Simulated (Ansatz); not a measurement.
Given:

In:
```cif
data_In
_chemical_formula_sum 'In1'
_space_group_name_H-M_alt 'P 1'
_space_group_IT_number 1
_cell_length_a 3.36868
_cell_length_b 3.36868
_cell_length_c 3.36868
_cell_angle_alpha 123.391
_cell_angle_beta 123.391
_cell_angle_gamma 84.220
loop_
_space_group_symop_operation_xyz
  'x, y, z'
loop_
_atom_site_label
_atom_site_type_symbol
_atom_site_fract_x
_atom_site_fract_y
_atom_site_fract_z
_atom_site_occupancy
In1 In 0.00000 0.00000 0.00000 1
```

This is the PBEsol-relaxed structure.

**Question.** All from PBEsol in the plane-wave PAW code Ansatz, unless another level is named. Predict the density of states at the Fermi level.

**Answer.** 0.41 states/eV per atom (mean over ±0.08 eV).

**Question.** And the gap with spin–orbit coupling?

**Answer.** none (metallic).

Space group I4/mmm (body-centred tetragonal). The cell was relaxed with PBEsol under the symmetry of its start. Spin–orbit coupling is left out wherever it is not named.

Potentials: the later of the program's two PAW sets.
